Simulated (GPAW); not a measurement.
# Ir3Rh: energy against volume and a worked fit

Symmetry: Pm-3m, No. 221, cubic system. Conventional cell: a = 3.840 Å, b = 3.840 Å, c = 3.840 Å, α = 90.00°, β = 90.00°, γ = 90.00°. Around Ir (site symmetry 4/mmm) lie 8 Ir at 2.72 Å and 4 Rh at 2.72 Å. Rh (site symmetry m-3m) has 12 Ir at 2.72 Å as nearest neighbours.

The cell comes from a database or a generator and needn't be the stable form of this composition.

The cell was scaled at fixed shape and fractions and run with GPAW, the program's PAW data sets (release 1.2.1) made for this functional, cutoff 600 eV; LDA, k mesh 7 × 7 × 7 on the cell of 4 atoms, fermi-dirac occupations of 0.05 eV, no spin polarisation, no spin-orbit coupling. Energies are those that the program minimises, any entropy of the smearing included. For a metal such a mesh isn't converged to the digits shown.

```tsv
V (Å³/atom)	energy over the lowest row (meV/atom)
13.3099	10.03
13.5931	0.00
13.8763	4.28
14.1595	21.21
14.4427	?
14.7259	87.17
15.0091	133.69
```

Fit the third-order Birch-Murnaghan form, give V0, B0 and B′, and predict the energy left open.

With y = (V0/V)^(2/3), E = E0 + (9 V0 B0/16) [(y - 1)³ B′ + (y - 1)² (6 - 4y)]. Least squares through the rows shown give V0 = 13.6446 Å³/atom, E0 = -0.24 meV, B0 = 381.3 GPa (1 eV/Å³ = 160.218 GPa) and B′ = 5.06, with a largest miss of 0.02 meV. At V = 14.4427 the form with these constants gives 49.28 meV; the run gave 49.28 meV an atom.
